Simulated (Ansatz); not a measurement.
GaP:
```
CELL_PARAMETERS angstrom
      3.62021     0.00000     0.00000
     -1.81011     3.13520     0.00000
      0.00000     0.00000     6.11659
ATOMIC_POSITIONS crystal
  Ga 0.00000 0.00000 0.00000
  Ga 0.00000 0.00000 0.50000
  P  0.33333 0.66667 0.25000
  P  0.66667 0.33333 0.75000
```

Relaxed with PBE. Special points in fractions of this cell's reciprocal vectors: Γ (0.000, 0.000, 0.000); M (0.500, 0.000, 0.000); K (0.333, 0.333, 0.000); A (0.000, 0.000, 0.500); L (0.500, 0.000, 0.500); H (0.333, 0.333, 0.500).

### Question
List the band energies nearest the Fermi level at these points for plane-wave PAW PBE with spin–orbit coupling (Ansatz code).

### Answer
In eV from the Fermi level; about four levels below and three above (degenerate sets whole), none deeper than 8.9 eV; points with the same levels are listed once.

```tsv
k	below	above
Γ	-0.13 -0.13 -0.09 -0.09	0.34 0.34 0.38 0.38
M	-4.18 -4.18 -2.46 -2.46	0.19 0.19 1.42 1.42
K	-3.04 -3.04 -3.00 -3.00	5.50 5.50 6.16 6.16
A	-4.54 -4.54 -4.54 -4.54	0.15 0.15 0.15 0.15
L	-0.04 -0.04 -0.04 -0.04	3.52 3.52 3.52 3.52
H	-0.27 -0.27 -0.26 -0.26	1.08 1.08 1.09 1.09
```

Space group P6_3/mmc (NiAs type). The cell is a constructed one: a structure type filled with these elements; neither database checked (COD, Materials Project) lists it. It is not the phase usual at ambient conditions (space group No. 216). Symmetry was held in the PBE relaxation; whether a distortion lowers the energy is not shown.

Potentials: the earlier of the program's two PAW sets.
